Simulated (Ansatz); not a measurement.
ZrBi₂: reading a single point

```yaml
crystal:
  lattice:
    - [0.00000, 4.91641, 0.00000]
    - [7.50942, -2.45821, 0.00000]
    - [0.00000, 0.00000, -5.00632]
  atoms:
    - { symbol: Bi, position: [0.00000, 0.00000, 0.00000] }
    - { symbol: Bi, position: [0.17600, 0.35200, 0.50000] }
    - { symbol: Bi, position: [0.82400, 0.64800, 0.50000] }
    - { symbol: Zr, position: [0.35100, 0.70200, 0.00000] }
    - { symbol: Zr, position: [0.64900, 0.29800, 0.00000] }
    - { symbol: Bi, position: [0.50000, 0.00000, 0.50000] }
```

Level: r2SCAN, no spin polarisation; 500 eV; 6×6×5 Γ-centred mesh; methfessel-paxton occupations (width 0.1414 eV); Ansatz 0.2.0, fixed geometry.

(1) Which element gives electrons and which takes them?

(2) Metal or insulator?

(3) What does the stress say?

(4) Which atom feels the largest force, and which way?

(5) What do density and ELF say about some of the short contacts?

Origin: a known structure type with other elements, at an estimated volume, so it need not be a known compound. Caveats: many states at the Fermi level without spin polarisation, so a magnetic state may lie lower.

## Answers

(1) Bader charges in e: Zr +1.14, Bi -0.58 to -0.55. In the mean Zr gives up most and Bi takes most.

(2) It is a metal, with about 7.6 states/eV a cell as the mean within 0.25 eV of the Fermi level, mostly Zr d (64 %) and Bi p (26 %).

(3) The pressure is -6.6 GPa (compression positive), so with the atoms held at these fractions the cell would first shrink. The principal stresses -7.7, -6.2, -5.9 GPa differ, so its shape would change too.

(4) The largest is on Bi3 (and as large on other atoms): 0.37 eV/Å, components (-0.37, 0.00, 0.00). It makes 48° with the line to a nearest neighbour, Bi2 at 3.31 Å.

(5) Bi–Bi at 3.31 Å: least valence density 0.17 e/Å³ and ELF 0.27 there. Bi–Zr at 3.32 Å: least valence density 0.17 e/Å³ and ELF 0.31 there. Zr–Zr at 3.90 Å: least valence density 0.10 e/Å³ and ELF 0.49 there. These are pseudo-fields; inside the PAW spheres they differ from the all-electron ones.
